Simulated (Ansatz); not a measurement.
CsI (CsCl type, space group No. 221), the program Ansatz at the PBE level (PAW). The conduction-band minimum lies at Γ, with 1 equivalent valley. Second derivatives d²E/dk² of the lowest band at one valley (eV·Å²), along Cartesian directions:

| direction | d²E/dk² |
|---|---|
| [100] | 26.07 |
| [010] | 26.07 |
| [001] | 26.07 |
| [110] | 26.07 |
| [101] | 26.07 |
| [011] | 26.07 |

Problem. Find the principal effective masses, the density-of-states mass and the conductivity mass.

Solution. Off-diagonal terms follow from H_xy = H[110] − (H_xx + H_yy)/2, and m*/mₑ = 7.620 eV·Å² over each eigenvalue: 0.29, 0.29, 0.29. One valley's DOS mass (m₁m₂m₃)^(1/3) = 0.29, conductivity mass 3/(Σ 1/mᵢ) = 0.29 mₑ.

Problem. What effective density of states Nc follows at 300 K for parabolic valleys?

Solution. Nc = 2.509e19 × 1 × (0.29)^(3/2) ≈ 3.9e18 cm⁻³.

Space group Pm-3m (CsCl type). The cell was relaxed with PBE under the symmetry of its start. Scalar-relativistic: spin–orbit coupling is off unless named, which matters more the heavier the elements.

Potentials: the later of the program's two PAW sets.

Edges and masses are those of Kohn–Sham bands, whose gap is no quasiparticle gap.
